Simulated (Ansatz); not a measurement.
MgTe:
```xyz
4
Lattice="4.5090 0.0000 0.0000 -2.2545 3.9049 0.0000 0.0000 0.0000 7.3377" Properties=species:S:1:pos:R:3 pbc="T T T"
Mg     2.2545     1.3016     0.0060
Mg     0.0000     2.6033     3.6748
Te     2.2545     1.3016     4.5815
Te     0.0000     2.6033     0.9127
```

Cartesian axes are those of the cell as given.

Question: Give the proper piezoelectric stress tensor with relaxed ions from the program Ansatz at the LDA level (PAW).

Answer: In C/m², rows x, y, z, Voigt columns; mesh uncertainty up to 0.00.
```
 0.00   0.00   0.00   0.00   0.11   0.00
 0.00   0.00   0.00   0.11   0.00   0.00
 0.13   0.13  -0.28   0.00   0.00   0.00
```

The elastic tensor of the same run (GPa):

|  | 1 | 2 | 3 | 4 | 5 | 6 |
|---|---|---|---|---|---|---|
| 1 | 55.5 | 32.7 | 27.9 | 0.0 | 0.0 | 0.0 |
| 2 | 32.7 | 55.5 | 27.9 | 0.0 | 0.0 | 0.0 |
| 3 | 27.9 | 27.9 | 60.1 | 0.0 | 0.0 | 0.0 |
| 4 | 0.0 | 0.0 | 0.0 | 10.2 | 0.0 | 0.0 |
| 5 | 0.0 | 0.0 | 0.0 | 0.0 | 10.2 | 0.0 |
| 6 | 0.0 | 0.0 | 0.0 | 0.0 | 0.0 | 11.4 |

Question: Convert to strain constants d = e·S.

Answer: In pC/N:
```
 0.0   0.0   0.0   0.0  10.7   0.0
 0.0   0.0   0.0  10.7   0.0   0.0
 4.2   4.2  -8.5   0.0   0.0   0.0
```

Space group P6_3mc (wurtzite). The cell was relaxed with LDA under the symmetry of its start; of distortions, only those at the zone centre were tested. Spin–orbit coupling is left out wherever it is not named.

Potentials: the later of the program's two PAW sets.
